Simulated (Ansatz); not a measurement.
C (diamond), conventional cell a = b = c = 3.572 Å, α = β = γ = 90.00°. The calculation uses the primitive cell of 2 atoms, to which meshes and values per cell refer.

E(V) scan at fixed shape, V₀ the volume above. Symmetry pins the atoms to their sites.

These are PBE (plane waves to 420 eV, PAW, scalar-relativistic; Ansatz, a first-principles code) values and carry that method's errors. k mesh 16×16×16 (Γ-centred), Fermi-Dirac smearing 0.05 eV. The energy includes the smearing's −TS. C was relaxed with its symmetry unable to fall. The PAW data are Ansatz's earlier set. ΔE is measured from the relaxed starting cell.

```csv
V (Å³/atom),ΔE (meV/atom)
5.353,30.5
5.422,19.1
5.490,10.6
5.558,4.6
5.627,1.1
5.695,0.0
5.763,1.1
5.832,4.3
5.900,9.4
5.969,16.5
6.037,25.2
```

Problem. What is the fitted pressure derivative B₀′?

Solution. 3.7.

Problem. What bulk modulus B₀ follows from a third-order Birch-Murnaghan fit?

Solution. 433 GPa. Check by three points about V = 5.695 Å³/atom, step 0.068: d²E/dV² ≈ (1.1 − 2·0.0 + 1.1) meV / 0.068² = 0.471 eV/Å⁶, and V·d²E/dV² × 160.2 = 430 GPa.

(A scan under strain: stresses follow from slopes of the energy per volume, elastic moduli from its curvatures.)
